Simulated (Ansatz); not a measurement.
Cs₂CaBr₄:
```cif
data_Br8Ca2Cs4
_chemical_formula_sum 'Cs4 Ca2 Br8'
_space_group_name_H-M_alt 'I4/mmm'
_space_group_IT_number 139
_space_group_name_Hall '-I 4 2'
_cell_length_a 5.67241
_cell_length_b 5.67241
_cell_length_c 18.10642
_cell_angle_alpha 90.000
_cell_angle_beta 90.000
_cell_angle_gamma 90.000
loop_
_atom_site_label
_atom_site_type_symbol
_atom_site_symmetry_multiplicity
_atom_site_Wyckoff_symbol
_atom_site_fract_x
_atom_site_fract_y
_atom_site_fract_z
_atom_site_occupancy
Cs1 Cs 4 e 0.00000 0.00000 0.35815 1
Ca1 Ca 2 a 0.00000 0.00000 0.00000 1
Br1 Br 4 e 0.00000 0.00000 0.15933 1
Br2 Br 4 c 0.00000 0.50000 0.00000 1
```
(The calculation used a cell of 7 atoms; values per cell refer to that cell.)

Relaxed with r²SCAN. 

Q: HSE06 on this cell (Ansatz, an electronic-structure program, PAW) gives a gap of 5.51 eV. What does r²SCAN give?

A: 5.03 eV.

Cost on shared cores: the r²SCAN run (SCF on a 7×7×7 mesh, then bands and DOS) very roughly 5 core-minutes, the HSE06 run (SCF on 4×4×4, then a few points) about 7 core-minutes (a rough figure); the tasks are unlike.

The workflow started from a Materials Project entry (that database holds measured and hypothetical structures alike); the Crystallography Open Database copy checked does not list it. Whether it is the stable phase at ambient conditions was not checked. The cell was relaxed with r²SCAN under the symmetry of its start; its stability against distortions is not shown here. Scalar-relativistic: spin–orbit coupling is off unless named, which matters more the heavier the elements.

Potentials: the later of the program's two PAW sets.

Ansatz is a plane-wave DFT program.
